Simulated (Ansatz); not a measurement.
MgS:
```cif
data_MgS
_chemical_formula_sum 'Mg1 S1'
_space_group_name_H-M_alt 'P 1'
_space_group_IT_number 1
_cell_length_a 3.66408
_cell_length_b 3.66408
_cell_length_c 3.66408
_cell_angle_alpha 60.000
_cell_angle_beta 60.000
_cell_angle_gamma 60.000
loop_
_space_group_symop_operation_xyz
  'x, y, z'
loop_
_atom_site_label
_atom_site_type_symbol
_atom_site_fract_x
_atom_site_fract_y
_atom_site_fract_z
_atom_site_occupancy
Mg1 Mg 0.00000 0.00000 0.00000 1
S1 S 0.50000 0.50000 0.50000 1
```

Relaxed with PBEsol.

### Question
Give the optical modes at the zone centre with their infrared activity from DFPT, DFT-PBEsol in the program Ansatz with PAW potentials.

### Answer
Transverse frequencies, without the LO–TO term; a row sums one degenerate level.

```
ω (cm⁻¹)  degeneracy  IR ((D/Å)²/amu)  activity  symmetry
--------  ----------  ---------------  --------  --------
243                3            26.71        IR       T1u
```

### Question
How high does the top mode go among those that the LO–TO term moves?

### Answer
397 cm⁻¹ for q along x.

Space group Fm-3m (rock salt). Symmetry was held in the PBEsol relaxation.

Potentials: the earlier of the program's two PAW sets. The files were generated under PBE; for other functionals the program regenerates the frozen cores, and for LDA and PBEsol the local potential too.
